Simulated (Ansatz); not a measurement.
One stationary structure of ZrO$_{2}$. Space group P4₂/nmc (No. 137). Level of theory: PBEsol (plane waves to 420 eV, PAW, scalar-relativistic; Ansatz, a program for electronic structure).

```cif
data_O4Zr2
_chemical_formula_sum 'Zr2 O4'
_space_group_name_H-M_alt 'P 1'
_space_group_IT_number 1
_cell_length_a 3.58445
_cell_length_b 3.58445
_cell_length_c 5.17877
_cell_angle_alpha 90.000
_cell_angle_beta 90.000
_cell_angle_gamma 90.000
loop_
_space_group_symop_operation_xyz
  'x, y, z'
loop_
_atom_site_label
_atom_site_type_symbol
_atom_site_fract_x
_atom_site_fract_y
_atom_site_fract_z
_atom_site_occupancy
Zr1 Zr 0.00000 0.00000 0.00000 1
Zr2 Zr 0.50000 0.50000 0.50000 1
O1 O 0.50000 0.00000 0.29884 1
O2 O 0.00000 0.50000 0.20116 1
O3 O 0.50000 0.00000 0.79884 1
O4 O 0.00000 0.50000 0.70116 1
```

Q: Give the band gap at the level PBEsol.

A: 4.02 eV, indirect (valence top at k = (0.125, 0.25, 0), conduction bottom at Γ) (no spin-orbit coupling).

Q: Estimate the smallest direct gap that PBEsol returns for this input.

A: 4.12 eV at Γ.

No spin polarisation in the result.

The run could not lose the symmetry of its start.

The first start was generated by placing the elements on the sites of a structure type. A measured structure of ZrO2 has the same space group, P4₂/nmc (No. 137); the sites were not compared with it.
